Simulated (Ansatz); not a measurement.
TlBr:
```cif
data_BrTl
_chemical_formula_sum 'Tl1 Br1'
_space_group_name_H-M_alt 'Pm-3m'
_space_group_IT_number 221
_space_group_name_Hall '-P 4 2 3'
_cell_length_a 3.98015
_cell_length_b 3.98015
_cell_length_c 3.98015
_cell_angle_alpha 90.000
_cell_angle_beta 90.000
_cell_angle_gamma 90.000
loop_
_atom_site_label
_atom_site_type_symbol
_atom_site_symmetry_multiplicity
_atom_site_Wyckoff_symbol
_atom_site_fract_x
_atom_site_fract_y
_atom_site_fract_z
_atom_site_occupancy
Tl1 Tl 1 a 0.00000 0.00000 0.00000 1
Br1 Br 1 b 0.50000 0.50000 0.50000 1
```

Relaxed with PBE+D3(BJ).

### Question
Which orbitals make up the states near the band edges in DFT-PBE+D3(BJ) in the program Ansatz with PAW potentials?

### Answer
Top 1 eV of the valence band: Br 4p 83 %, Tl 6s 14 %. Bottom 1 eV of the conduction band: Tl 6p 82 %, Br 4p 7 %, Br 4s 7 %. Projections are on Löwdin-orthogonalised atomic valence shells; empty p or d shells of many metals are not among them.

### Question
Tabulate the density of states.

### Answer
States/eV per cell of 2 atoms, in 0.25 eV bins, energy from the valence-band maximum.

```tsv
E (eV)	total	Br 4p	Tl 6p	Tl 6s
-7.87	0.00	0.00	0.00	0.00
-7.62	0.00	0.00	0.00	0.00
-7.37	0.00	0.00	0.00	0.00
-7.12	0.00	0.00	0.00	0.00
-6.87	0.00	0.00	0.00	0.00
-6.62	0.00	0.00	0.00	0.00
-6.37	0.00	0.00	0.00	0.00
-6.12	0.00	0.00	0.00	0.00
-5.87	0.00	0.00	0.00	0.00
-5.62	0.00	0.00	0.00	0.00
-5.37	0.59	0.17	0.02	0.39
-5.12	1.63	0.38	0.10	1.10
-4.87	2.30	0.45	0.18	1.58
-4.62	1.05	0.22	0.12	0.68
-4.37	0.78	0.16	0.10	0.51
-4.12	0.60	0.11	0.07	0.41
-3.87	0.46	0.07	0.05	0.33
-3.62	0.26	0.04	0.03	0.20
-3.37	0.17	0.02	0.02	0.14
-3.12	0.11	0.01	0.01	0.09
-2.87	0.25	0.16	0.06	0.03
-2.62	0.93	0.68	0.23	0.02
-2.37	1.73	1.30	0.36	0.05
-2.12	2.73	2.13	0.45	0.11
-1.87	2.40	1.87	0.30	0.20
-1.62	2.49	2.03	0.22	0.19
-1.37	2.94	2.47	0.19	0.25
-1.12	3.56	3.16	0.14	0.21
-0.87	3.39	3.07	0.07	0.23
-0.62	1.45	1.08	0.04	0.31
-0.37	2.03	1.54	0.04	0.43
-0.12	0.14	0.09	0.00	0.04
0.13	0.00	0.00	0.00	0.00
0.38	0.00	0.00	0.00	0.00
0.63	0.00	0.00	0.00	0.00
0.88	0.00	0.00	0.00	0.00
1.13	0.00	0.00	0.00	0.00
1.38	0.00	0.00	0.00	0.00
1.63	0.00	0.00	0.00	0.00
1.88	0.00	0.00	0.00	0.00
2.13	0.07	0.00	0.05	0.00
2.38	0.27	0.02	0.23	0.00
2.63	0.49	0.04	0.41	0.01
2.88	0.70	0.07	0.56	0.01
3.13	1.02	0.11	0.80	0.02
3.38	1.46	0.19	1.11	0.03
3.63	2.46	0.34	1.84	0.05
3.88	1.80	0.26	1.35	0.04
4.13	1.34	0.19	1.01	0.03
4.38	1.13	0.16	0.87	0.03
4.63	1.19	0.17	0.93	0.02
4.88	1.43	0.21	1.12	0.02
5.13	1.29	0.16	1.04	0.02
5.38	1.25	0.12	1.02	0.02
5.63	1.20	0.10	0.99	0.02
5.88	1.26	0.09	1.05	0.02
6.13	2.19	0.13	1.87	0.03
6.38	2.34	0.13	2.04	0.02
6.63	0.74	0.03	0.65	0.00
```

The cell was relaxed with PBE+D3(BJ) under the symmetry of its start; phonons on a q-mesh show no instability. Spin–orbit coupling is left out wherever it is not named.

Potentials: the later of the program's two PAW sets.
